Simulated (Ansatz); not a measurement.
P:
```
CELL_PARAMETERS angstrom
      0.00000     2.69031     2.69031
      2.69031     0.00000     2.69031
      2.69031     2.69031     0.00000
ATOMIC_POSITIONS crystal
  P  0.00000 0.00000 0.00000
  P  0.25000 0.25000 0.25000
```

Relaxed with PBEsol.

Q: Decompose the optical modes at the zone centre into irreducible representations, and say which are infrared and Raman allowed.

A: Point group m-3m: Γ_opt = T2g. Infrared: none. Raman: T2g.

Q: Assign frequencies (DFPT, plane-wave PAW PBEsol (Ansatz code)).

A: T2g 224 cm⁻¹.

Space group Fd-3m (diamond). The start of the workflow was typed in or built on a structure type; neither database checked (COD, Materials Project) lists it. It is not the phase usual at ambient conditions (space group No. 64). Symmetry was held in the PBEsol relaxation. At this level the phase is mechanically unstable. As this level gives no gap, phonon frequencies hold no LO–TO term and depend on the k-mesh and smearing (Fermi–Dirac, 0.1 eV here).

Potentials: the later of the program's two PAW sets.
